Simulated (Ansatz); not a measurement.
Si2Mo (MoSi2 or CaC2 type, space group No. 139) at seven volumes, the program Ansatz at the PBE level (PAW), shape and atoms relaxed at each. One row is withheld.

```csv
V (Å³/atom),P (GPa)
12.358,23.70
12.766,14.48
13.173,6.65
13.581,-0.01
13.988,-5.66
14.395,-10.45
14.803,?
```

Problem. Fit the shown pressures and predict the withheld one.

Solution. Third-order Birch–Murnaghan: P = (3/2)B₀(x^(7/2) − x^(5/2))[1 + (3/4)(B′ − 4)(x − 1)] with x = (V₀/V)^(2/3). Least squares on the six rows gives V₀ = 13.581 Å³/atom, B₀ = 204.1 GPa, B′ = 4.40. At V = 14.803, x = 0.9442 and P = -14.56 GPa. The run itself gave -14.49 GPa.

Space group I4/mmm (MoSi2 or CaC2 type). The PBE relaxation kept the symmetry of its start. The run is not spin-polarised.

Potentials: the earlier of the program's two PAW sets.
